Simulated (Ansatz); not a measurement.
Computed energy over volume and axial ratio: Ir (fcc, Cu type)

Ir (fcc, Cu type)

Space group Fm-3m (No. 225); a = b = c = 3.8708 Å, α = β = γ = 90.00°

```csv
atom,site,symmetry,x,y,z
Ir,4a,m-3m,0.0000,0.0000,0.0000
```
(The calculation used a cell of 1 atom; values per cell refer to that cell.)

The relaxed cell is deformed in two ways at once: its volume V is scaled, and at that volume it is stretched along z (the c axis of the conventional cell) so that c/a changes. Fractional atomic positions are held.

These are PBE (plane waves to 420 eV, PAW, scalar-relativistic; Ansatz, a program for electronic structure) values and carry that method's errors. k mesh 21×21×21 (Γ-centred), Fermi-Dirac smearing 0.05 eV. Energies are smeared free energies. Compression counts positive. With partly filled bands, the response to shear is sensitive to the k mesh, so small differences along c/a are uncertain. Ir is run without spin polarisation. Ir was relaxed with its symmetry unable to fall. Spin-orbit coupling is left out, though Ir is heavy. ΔE is measured from the relaxed starting cell.

ΔE (meV/atom), with V/V₀ across and (c/a)/(c/a)₀ down:

| (c/a)/(c/a)₀ \ V/V₀ | 0.960 | 0.980 | 1.000 | 1.020 | 1.040 |
|---|---|---|---|---|---|
| 0.920 | 104 | 81 | 72 | 75 | 90 |
| 0.960 | 47 | 25 | 18 | 23 | 40 |
| 1.000 | 27 | 7 | 0 | 6 | 23 |
| 1.040 | 46 | 24 | 17 | 22 | 39 |
| 1.080 | 98 | 75 | 66 | 69 | 84 |

σxx (GPa), with V/V₀ across and (c/a)/(c/a)₀ down:

```
(c/a)/(c/a)₀ \ V/V₀  0.960  0.980  1.000  1.020  1.040
-------------------  -----  -----  -----  -----  -----
0.920                  7.1   -0.8   -7.7  -13.8  -19.2
0.960                 10.8    2.7   -4.4  -10.7  -16.3
1.000                 15.7    7.4    0.0   -6.5  -12.3
1.040                 21.5   12.8    5.1   -1.7   -7.7
1.080                 27.9   18.9   10.8    3.7   -2.7
```

Key numbers:

| Property | Value |
|---|---|
| Lowest place on the grid | V/V₀ = 1.000, (c/a)/(c/a)₀ = 1.000 (0 meV/atom) |
| Highest place on the grid | V/V₀ = 0.960, (c/a)/(c/a)₀ = 0.920 (104 meV/atom) |

(Under strain, the slope of the energy per volume gives the stress and its curvature an elastic modulus.)
